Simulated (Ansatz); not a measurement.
Q: Name crystals whose computed values (r²SCAN (plane waves, PAW; program Ansatz)) fall in these windows: highest Γ mode, no LO–TO term (cm⁻¹) 490 to 630; B₀ by P(V) fit (GPa) 240 to 330.

A: 

```tsv
crystal	highest Γ mode, no LO–TO term (cm⁻¹)	B₀ by P(V) fit (GPa)
Ta2N, anti-CdI2 type	559	290
HfN, rock salt	492	282
TiC, rock salt	510	262
```
Others may fit too.

All cells were relaxed under the symmetry of their starts (and spin orders); stability against distortions was not tested throughout. Rows with no word on spin ran without spin polarisation. Spin–orbit coupling is left out wherever it is not named.

Potentials: the later of the program's two PAW sets.
